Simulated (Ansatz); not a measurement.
GaAs (zinc blende) is sheared across one {111} plane, glide cut: the third cell vector gains the shift, so faults repeat every 10.0 Å. The cut lies between planes 0.83 Å apart; the cell height is held.

```
CELL_PARAMETERS angstrom
      4.06274     0.00000     0.00000
      2.03137     3.51844     0.00000
      0.00000     0.00000     9.95164
ATOMIC_POSITIONS crystal
  As 0.66667 0.66667 0.04167
  As 0.33333 0.33333 0.37500
  As 0.00000 0.00000 0.70833
  Ga 0.00000 0.00000 0.95833
  Ga 0.66667 0.66667 0.29167
  Ga 0.33333 0.33333 0.62500
```

In-plane vectors a = (4.063, 0.000) Å, b = (2.031, 3.518) Å, area 14.29 Å². The shift is s times the vector a + b (length 7.037 Å), so s = 1 restores the start. Atoms relax along the normal only. γ = [E(shift) − E(0)] / area.

These are PBE (plane waves to 420 eV, PAW, scalar-relativistic; Ansatz, a program for electronic structure) values and carry that method's errors. k mesh 8×8×3 (Γ-centred), Fermi-Dirac smearing 0.05 eV. Energies are extrapolated to zero smearing. Some relaxations began with atoms very close together and may have settled on another branch. As the smearing reaches across the gap at some points, the k mesh leaves noise in γ, roughly 0.02 J/m² as judged from a few cases. Faults lie only 10.0 Å apart, and holding the cell height raises γ above its relaxed value. GaAs was relaxed with its symmetry unable to fall. γ is measured from zero shift. The last digit holds for this mesh only.

```tsv
s	γ (J/m²)
0.000	0.00
0.083	1.58
0.167	3.64
0.250	4.65
0.333	4.96
0.417	4.65
0.500	3.65
0.583	1.61
0.667	0.05
0.750	0.79
0.833	withheld
0.917	0.75
```

Problem. Fit a Fourier form (three harmonics of 1 − cos and sin) to the given rows and predict γ at s = 0.833.

Solution. Least squares on the 11 given rows: γ = (1.192)·[1 − cos(2πs)] + (1.984)·sin(2πs) + (0.456)·[1 − cos(4πs)] + (-0.719)·sin(4πs) + (0.657)·[1 − cos(6πs)], in J/m²; root-mean-square residual 0.092 J/m². At 0.833 the fit gives 1.50 J/m²; the calculation gives 1.23 J/m², so the interpolation is off by 0.27 (+22.0 %). 

(The slope of γ gives the shear force per area between the displaced halves; near zero shift its curvature is an elastic stiffness.)
